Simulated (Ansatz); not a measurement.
Ba3In2O5F2:
Space group I4/mmm (No. 139); a = b = 4.200 Å, c = 22.730 Å, α = β = γ = 90.00°

```tsv
atom	site	symmetry	x	y	z
Ba	2b	4/mmm	0.0000	0.0000	0.5000
Ba	4e	4mm	0.0000	0.0000	0.3235
In	4e	4mm	0.0000	0.0000	0.0918
O	8g	2mm.	0.0000	0.5000	0.1038
O	2a	4/mmm	0.0000	0.0000	0.0000
F	4e	4mm	0.0000	0.0000	0.2040
```
(The calculation used a cell of 12 atoms; values per cell refer to that cell.)

Relaxed with r²SCAN.

Question: Which orbitals make up the states near the band edges in r²SCAN (plane waves, PAW; program Ansatz)?

Answer: Top 1 eV of the valence band: O 2p 93 %. Bottom 1 eV of the conduction band: In 5s 41 %, Ba 6s 19 %, O 2s 19 %, O 2p 8 %. Projections are on Löwdin-orthogonalised atomic valence shells; empty p or d shells of many metals are not among them.

Question: Tabulate the density of states.

Answer: States/eV per cell of 12 atoms, in 0.25 eV bins, energy from the valence-band maximum.

```csv
E (eV),total,O 2p,F 2p,In 5p
-7.85,0.00,0.00,0.00,0.00
-7.60,0.00,0.00,0.00,0.00
-7.35,0.00,0.00,0.00,0.00
-7.10,0.00,0.00,0.00,0.00
-6.85,0.24,0.14,0.02,0.00
-6.60,0.67,0.37,0.05,0.00
-6.35,0.70,0.39,0.06,0.01
-6.10,1.38,0.70,0.19,0.03
-5.85,1.61,0.79,0.27,0.05
-5.60,1.76,0.84,0.35,0.06
-5.35,1.97,0.89,0.48,0.08
-5.10,2.58,1.07,0.76,0.10
-4.85,2.74,0.79,1.31,0.12
-4.60,3.36,0.59,2.24,0.19
-4.35,18.94,1.75,15.57,0.58
-4.10,17.90,0.65,16.33,0.17
-3.85,6.07,1.04,4.49,0.10
-3.60,5.12,2.97,1.27,0.60
-3.35,2.52,1.81,0.21,0.36
-3.10,3.33,2.37,0.29,0.42
-2.85,3.12,2.24,0.24,0.36
-2.60,4.52,3.37,0.25,0.42
-2.35,7.83,6.00,0.24,0.50
-2.10,4.44,3.53,0.14,0.28
-1.85,8.31,7.20,0.12,0.21
-1.60,17.38,15.48,0.21,0.18
-1.35,16.20,14.63,0.22,0.22
-1.10,17.82,16.35,0.22,0.15
-0.85,11.75,10.97,0.07,0.07
-0.60,3.80,3.57,0.01,0.03
-0.35,1.25,1.15,0.00,0.01
-0.10,0.69,0.64,0.00,0.00
0.15,0.00,0.00,0.00,0.00
0.40,0.00,0.00,0.00,0.00
0.65,0.00,0.00,0.00,0.00
0.90,0.00,0.00,0.00,0.00
1.15,0.00,0.00,0.00,0.00
1.40,0.00,0.00,0.00,0.00
1.65,0.00,0.00,0.00,0.00
1.90,0.00,0.00,0.00,0.00
2.15,0.00,0.00,0.00,0.00
2.40,0.01,0.00,0.00,0.00
2.65,0.19,0.01,0.01,0.00
2.90,0.24,0.02,0.01,0.00
3.15,0.27,0.03,0.01,0.01
3.40,0.31,0.04,0.01,0.01
3.65,0.58,0.08,0.01,0.03
3.90,0.73,0.10,0.02,0.05
4.15,0.96,0.12,0.02,0.06
4.40,1.37,0.14,0.02,0.08
4.65,1.95,0.16,0.03,0.10
4.90,5.31,0.24,0.07,0.52
5.15,11.22,0.38,0.20,0.59
5.40,4.61,0.33,0.06,0.46
5.65,5.94,0.53,0.05,0.93
5.90,7.53,0.75,0.04,1.09
6.15,10.10,0.77,0.05,1.34
6.40,5.84,0.29,0.03,0.81
6.65,5.86,0.32,0.04,0.69
6.90,8.16,0.35,0.05,0.84
7.15,9.09,0.35,0.07,0.76
```

The first step of the workflow began from a Materials Project structure, measured or hypothetical; the Crystallography Open Database copy checked does not list it. Its standing as an ambient phase is unchecked. Symmetry was held in the r²SCAN relaxation; its stability against distortions is not shown here. Scalar-relativistic: spin–orbit coupling is off unless named, which matters more the heavier the elements.

Potentials: the later of the program's two PAW sets.
